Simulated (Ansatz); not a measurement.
NaI:
```yaml
crystal:
  lattice:
    - [0.00000, 3.20159, 3.20159]
    - [3.20159, 0.00000, 3.20159]
    - [3.20159, 3.20159, 0.00000]
  atoms:
    - { symbol: Na, position: [0.00000, 0.00000, 0.00000] }
    - { symbol: I, position: [0.50000, 0.50000, 0.50000] }
```

DFT-PBEsol in the program Ansatz with PAW potentials gives a gap of 3.59 eV without spin–orbit coupling, maximum at Γ, minimum at Γ.

**Question.** What happens when spin–orbit coupling is switched on?

**Answer.** The gap decreases by 0.34 eV, to 3.25 eV; maximum at Γ, minimum at Γ.

**Question.** How large is the spin–orbit splitting of the valence top at Γ?

**Answer.** The fourfold level lies 1.10 eV above the split-off pair.

**Question.** Give the electron effective mass with spin–orbit coupling.

**Answer.** 0.25 mₑ (isotropic).

**Question.** Give the hole effective mass with spin–orbit coupling, band 1 of 2 at the edge.

**Answer.** 1.4 along [100], 2.4 along [110], 3.1 along [111] (mₑ).

**Question.** Give the hole effective mass with spin–orbit coupling, band 2 of 2 at the edge.

**Answer.** 0.42 along [100], 0.37 along [110], 0.36 along [111] (mₑ).

Space group Fm-3m (rock salt). The PBEsol relaxation kept the symmetry of its start.

Potentials: the later of the program's two PAW sets.
